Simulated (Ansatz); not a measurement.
Fe₃Si in space group P4/mmm (No. 123; Fe on 2h, Fe on 1a, Si on 1b), DFT-PBE in the program Ansatz with PAW potentials, all energies at zero smearing, with the estimated change up to a 700 eV cutoff added, with one set of potentials and settings (totals compare only within such a set). Cell of 8 atoms (6 Fe, 2 Si): -28156.458 eV.

```
element                             reference phase  E (eV/atom)
-------  ------------------------------------------  -----------
Fe       Im-3m, 1 atoms in the cell, spin-polarised   -4480.4888
Si                       Fd-3m, 2 atoms in the cell    -635.8096
```

Formation energy per atom, worked out: (-28156.458 − 6×(-4480.4888) − 2×(-635.8096))/8 = -0.238 eV/atom (-23 kJ per mol of atoms), at 0 K, without zero-point energy or fitted corrections.

The first step of the workflow began from a Materials Project structure, measured or hypothetical; the Crystallography Open Database copy checked does not list it. COD files the formula under space group No. 225, so this cell is another polymorph or a model. Its standing as an ambient phase is unchecked. Symmetry was held in the PBE relaxation, as lowered by the spin order; its stability against distortions is not shown here. Spin order of the final state: antiferromagnetic, chosen from 5 collinear starts compared on coarse meshes (ties went to the first, and starts can fall back to one state), not a proven ground state. The references are the lowest solids computed at this level, not always the standard phases.

Potentials: the later of the program's two PAW sets.
